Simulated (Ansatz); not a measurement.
Relaxed Pb (fcc, Cu type):

```
Pb
1.0
    4.99091     0.00000     0.00000
    0.00000     4.99091     0.00000
    0.00000     0.00000     4.99091
Pb
4
Direct
  0.00000   0.00000   0.00000
  0.50000   0.50000   0.00000
  0.50000   0.00000   0.50000
  0.00000   0.50000   0.50000
```

All values below come from r2SCAN (plane waves to 500 eV, PAW, scalar-relativistic; Ansatz, a program for electronic structure). k mesh 8×8×8 (Γ-centred), Fermi-Dirac smearing 0.05 eV. With partly filled bands, energies and forces of such displacements shift with the k mesh and the smearing. On this mesh the relaxed cell isn't quite at rest: it carries a pressure of 0.2 GPa (compression positive) at the zero of the scan. Pb was relaxed with its symmetry unable to fall. Spin-orbit coupling is left out, though Pb is heavy.

One atom of the cell was then moved (with its periodic images), all else fixed, and the forces (eV/Å) came out as:

```json
[
 {"atom": "Pb1", "Fx": "0.114", "Fy": "0.114", "Fz": "0.000"},
 {"atom": "Pb2", "Fx": "-0.179", "Fy": "-0.179", "Fz": "0.000"},
 {"atom": "Pb3", "Fx": "-0.016", "Fy": "0.081", "Fz": "0.000"},
 {"atom": "Pb4", "Fx": "0.081", "Fy": "-0.016", "Fz": "0.000"}
]
```

Which atom was moved, and by which vector (Å)?

Pb2, by (0.20, 0.20, 0.00), 0.28 Å in all.

(A displaced cell: forces are minus the slopes of the energy, force constants its curvatures, and phonons follow from these.)
